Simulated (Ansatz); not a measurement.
Starting structure of a cell relaxation (symmetry kept):

```yaml
crystal:
  lattice:
    - [5.67309, 0.00000, 0.00000]
    - [0.00000, 5.67309, 0.00000]
    - [0.00000, 0.00000, 5.67309]
  atoms:
    - { symbol: Fe, position: [0.74958, 0.74958, 0.74958] }
    - { symbol: Fe, position: [0.25042, 0.74958, 0.74958] }
    - { symbol: Fe, position: [0.25042, 0.25042, 0.25042] }
    - { symbol: Fe, position: [0.74958, 0.25042, 0.74958] }
    - { symbol: Fe, position: [0.74958, 0.74958, 0.25042] }
    - { symbol: Fe, position: [0.74958, 0.25042, 0.25042] }
    - { symbol: Fe, position: [0.25042, 0.25042, 0.74958] }
    - { symbol: Fe, position: [0.25042, 0.74958, 0.25042] }
    - { symbol: Fe, position: [0.00000, 0.00000, 0.00000] }
    - { symbol: Co, position: [0.00000, 0.50000, 0.50000] }
    - { symbol: Co, position: [0.50000, 0.00000, 0.00000] }
    - { symbol: Co, position: [0.50000, 0.50000, 0.00000] }
    - { symbol: Co, position: [0.50000, 0.00000, 0.50000] }
    - { symbol: Co, position: [0.00000, 0.00000, 0.50000] }
    - { symbol: Co, position: [0.50000, 0.50000, 0.50000] }
    - { symbol: Co, position: [0.00000, 0.50000, 0.00000] }
```

The calculation used Ansatz 0.2.0, DFT PBEsol, scalar-relativistic, plane waves, PAW.

Plane waves to 420 eV, a k mesh through Γ of 6×6×6 on the computed 16-atom cell and Gaussian smearing (0.10 eV); collinear spin from starting moments 3.07 3.07 3.07 3.07 3.07 3.07 3.07 3.07 2.7 2.01 2.02 2.01 2.01 2.02 2.02 2.02 μB.

Task: What does it relax to?

Result: The volume decreases by 0.38 Å³/atom to 11.03 Å³/atom, and the energy falls by 8.7 meV/atom. The cell ends with a moment of 36.50 μB (only this magnetic start was tried). Final structure:
```cif
data_structure
_symmetry_space_group_name_H-M 'Pm-3m'
_symmetry_Int_Tables_number 221
_cell_length_a 5.6095
_cell_length_b 5.6095
_cell_length_c 5.6095
_cell_angle_alpha 90.000
_cell_angle_beta 90.000
_cell_angle_gamma 90.000
_cell_volume 176.51
loop_
_atom_site_label
_atom_site_type_symbol
_atom_site_symmetry_multiplicity
_atom_site_Wyckoff_symbol
_atom_site_fract_x
_atom_site_fract_y
_atom_site_fract_z
_atom_site_occupancy
Fe1 Fe 8 g 0.74996 0.74996 0.74996 1
Fe2 Fe 1 a 0.00000 0.00000 0.00000 1
Co1 Co 3 c 0.00000 0.50000 0.50000 1
Co2 Co 3 d 0.50000 0.00000 0.00000 1
Co3 Co 1 b 0.50000 0.50000 0.50000 1
```

Only parallel moments were tried here.

Cost: 1 run of about 7.4 core-minutes, on Intel Xeon 6975P-C (Granite Rapids) (shared hosts).